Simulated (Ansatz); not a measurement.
Recipe of this trial structure of MgGaC₆N₆: cyanide-bridged rock-salt net of two metals, 0 guest cations a cell (Fm-3m, No. 225). The dimensions are guesses.

```
Mg Ga C N
1.0
     0.00000    5.13500    5.13500
     5.13500    0.00000    5.13500
     5.13500    5.13500    0.00000
Mg Ga C N
1 1 6 6
Direct
  0.00000 0.00000 0.00000
  0.50000 0.50000 0.50000
  0.80721 0.19279 0.19279
  0.19279 0.80721 0.19279
  0.19279 0.19279 0.80721
  0.19279 0.80721 0.80721
  0.80721 0.19279 0.80721
  0.80721 0.80721 0.19279
  0.69328 0.30672 0.30672
  0.30672 0.69328 0.30672
  0.30672 0.30672 0.69328
  0.30672 0.69328 0.69328
  0.69328 0.30672 0.69328
  0.69328 0.69328 0.30672
```

The calculation used DFT PBE, scalar-relativistic, plane waves, PAW in Ansatz. Cutoff 420 eV, Gaussian smearing, Γ-centred meshes. Cell and atoms relax first on a coarse mesh and then on a finer one. In between, the cell is made exact in the group found at 0.06 Å. In metals the finer mesh still leaves noise of several meV/atom or more. The steps can't lower the symmetry of their start. No spin polarisation.

A guess keeps its type if space group and coordination stay and the shape of the cell changes little (axis ratios within about 15 %, angles within 6°); the volume may change.

**Question.** Does it keep its structure type, or change into something else?

**Answer.** It keeps its type. The symmetry stays Fm-3m (No. 225). The volume per atom grows by 21.4 %, from 19.3 to 23.5 Å³. The shortest distance stays 1.17 Å (C–N). Counting neighbours within 15 % of an atom's shortest distance, the start has C 1, Ga 6, Mg 6, N 1 and the end C 1, Ga 6, Mg 6, N 1.

The last run used a 6×6×6 mesh for its 14-atom cell and Gaussian smearing of 0.10 eV. An odd number of electrons in the primitive cell allows no gap without spin; a larger cell or a magnetic state could open one. The cell is a metal run without spin, though a test with spin on the coarse mesh kept 1.0 μB a cell, so a magnetic state probably lies lower. Symmetry constrained the relaxation, so the result can be a saddle point.
